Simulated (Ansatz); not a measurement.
**Phonons of CaPd (Pm-3m)**

```
CELL_PARAMETERS angstrom
3.47016 0.00000 0.00000
0.00000 3.47016 0.00000
0.00000 0.00000 3.47016
ATOMIC_POSITIONS crystal
Ca 0.00000 0.00000 0.00000
Pd 0.50000 0.50000 0.50000
```

Conventional cell: a = 3.470 Å, b = 3.470 Å, c = 3.470 Å, α = 90.00°, β = 90.00°, γ = 90.00°. Ca (atom 1) is surrounded by 8 Pd at 3.01 Å. Around Pd (atom 2) lie 8 Ca at 3.01 Å.

Computed, not measured; unless marked otherwise by PBEsol, all-electron LAPW in Ansatz 0.2.0, scalar-relativistic. k mesh 10×10×10, Fermi-Dirac smearing of 0.050 eV, basis error target 1 meV/atom. The cell was relaxed by PAW under this functional. The structure is one entry of a database and needn't be the stable phase.

Atoms are displaced by 0.01 Å in the smallest supercells that hold the wave vectors of a 2×2×2 mesh. Negative values stand for unstable modes.

(1) What are the phonon energies at the solved wave vectors, in THz?

(2) Is the structure dynamically stable at these wave vectors?

(3) How do the optical zone-centre modes decompose, and which are active?

(4) How well do frozen-core PAW files reproduce these all-electron values?

(5) The cell is scaled evenly to 41.161 and 42.415 Å³ (from 41.788), with free atoms relaxed and the shape held. What are the mode Grüneisen parameters γ = −d ln ω/d ln V?

Answers

(1) 

```tsv
q	point	modes (THz)
0.000 0.000 0.000	Gamma	4.80 (×3)
0.500 0.000 0.000	X	2.28, 2.72 (×2), 3.72 (×2), 6.90
0.500 0.500 0.000	M	1.15 (×2), 2.87, 3.53, 6.33 (×2)
0.500 0.500 0.500	R	2.09 (×3), 6.50 (×3)
```

(2) Yes, no mode is unstable there; wave vectors off this mesh aren't tested.

(3) Point group m-3m: Γ_opt = T1u.

```tsv
label	THz	activity	mostly
T1u	4.80	IR	Ca (73 %)
```

In a metal the activity is that of symmetry alone; free carriers screen the infrared modes.

(4) With a cutoff of 420 eV and displacements of 0.0025 Å, the r.m.s. difference over the modes is 0.1 cm⁻¹; the largest difference is 117.6 (PAW) against 117.7 cm⁻¹ (LAPW).

(5) For the highest mode, 234.3 cm⁻¹ in the small cell and 226.0 in the large one give γ ≈ 1.20. From the change of the dynamical matrix on each mode:

```csv
point,cm⁻¹,γ
Gamma,160.1,1.91
X,76.0,2.47
X,90.7,1.69
X,124.2,1.81
X,230.1,1.21
M,38.4,1.98
M,95.6,1.57
M,117.7,2.10
M,211.2,1.60
R,69.8,3.35
R,216.8,1.13
```

Weighted by the modes' heat capacities at 300 K, the mean on this mesh is 1.87; it moves with the q mesh, and a coarse one overweights the zone boundary.

Caveats: responses of metals move with mesh and smearing; the frozen-core PAW files of the compared runs were fitted under PBE, their cores solved anew for this functional.
